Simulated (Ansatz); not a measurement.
Total density of states per atom from the program Ansatz at the PBEsol level (PAW), in 0.25 eV bins, energy from the Fermi level:

(E (eV), states/eV/atom): (-7.85, 0.03); (-7.60, 0.01); (-7.35, 0.02); (-7.10, 0.08); (-6.85, 0.22); (-6.60, 0.43); (-6.35, 0.63); (-6.10, 0.52); (-5.85, 0.27); (-5.60, 0.24); (-5.35, 0.42); (-5.10, 0.72); (-4.85, 1.20); (-4.60, 1.09); (-4.35, 1.24); (-4.10, 1.57); (-3.85, 1.06); (-3.60, 1.48); (-3.35, 1.16); (-3.10, 1.35); (-2.85, 1.00); (-2.60, 1.45); (-2.35, 1.46); (-2.10, 1.36); (-1.85, 1.18); (-1.60, 1.64); (-1.35, 1.66); (-1.10, 1.80); (-0.85, 1.86); (-0.60, 1.03); (-0.35, 1.14); (-0.10, 1.23); (0.15, 1.09); (0.40, 1.39); (0.65, 0.86); (0.90, 0.59); (1.15, 0.37); (1.40, 0.47); (1.65, 0.36); (1.90, 0.31); (2.15, 0.29); (2.40, 0.22); (2.65, 0.23); (2.90, 0.26); (3.15, 0.17); (3.40, 0.21); (3.65, 0.23); (3.90, 0.23); (4.15, 0.20); (4.40, 0.22); (4.65, 0.22)

Problem. Which of these materials gives this?
A) B4C, Cm (Pearson symbol mS30)
B) AlCo, CsCl type
C) ScPt3, I4/mmm (Pt on 2b, Pt on 4d, Sc on 2a)
D) Co3BPt, Pm-3m (Co on 3c, Pt on 1a, B on 1b)

Solution. D, Co3BPt, Pm-3m (Co on 3c, Pt on 1a, B on 1b). Within 0.5 eV of the Fermi level: Co 3d 78 %, Pt 5d 14 %. Projections are on Löwdin-orthogonalised atomic valence shells; empty p or d shells of many metals are not among them.

The start of the workflow was typed in or built on a structure type; neither database checked (COD, Materials Project) lists it. Whether it is the stable phase at ambient conditions was not checked. Symmetry was held in the PBEsol relaxation; whether a distortion lowers the energy is not shown. The final state is ferromagnetic, chosen from 4 collinear starts compared on coarse meshes (ties went to the first, and starts can fall back to one state), not a proven ground state. Spin–orbit coupling is left out wherever it is not named.

Potentials: the earlier of the program's two PAW sets. The files were generated under PBE; for other functionals the program regenerates the frozen cores, and for LDA and PBEsol the local potential too.
